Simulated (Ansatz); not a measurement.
Here is the system:

BaTaO3:
```yaml
crystal:
  lattice:
    - [4.09158, 0.00000, 0.00000]
    - [0.00000, 4.09158, 0.00000]
    - [0.00000, 0.00000, 4.09158]
  atoms:
    - { symbol: Ba, position: [0.00000, 0.00000, 0.00000] }
    - { symbol: Ta, position: [0.50000, 0.50000, 0.50000] }
    - { symbol: O, position: [0.00000, 0.50000, 0.50000] }
    - { symbol: O, position: [0.50000, 0.00000, 0.50000] }
    - { symbol: O, position: [0.50000, 0.50000, 0.00000] }
```

This is the r²SCAN-relaxed structure.

Problem. All from the program Ansatz at the r²SCAN level (PAW), unless another level is named. Give the density of states at the Fermi level.

Solution. 0.23 states/eV per atom (mean over ±0.08 eV).

Problem. What about the formation energy from the elements (no fitted shifts)?

Solution. -301 kJ/mol of atoms.

Problem. Next, the gap with spin–orbit coupling?

Solution. none (metallic).

Space group Pm-3m (cubic perovskite). The first step of the workflow began from a Materials Project structure, measured or hypothetical; the Crystallography Open Database copy checked does not list it. Whether it is the stable phase at ambient conditions was not checked. Symmetry was held in the r²SCAN relaxation; whether a distortion lowers the energy is not shown. The run is not spin-polarised. With an odd number of electrons in the cell and no spin polarisation, the count alone makes it a metal. The references are the lowest solids computed at this level, not always the standard phases (solids in place of the gases). Scalar-relativistic: spin–orbit coupling is off unless named, which matters more the heavier the elements.

Potentials: the later of the program's two PAW sets.
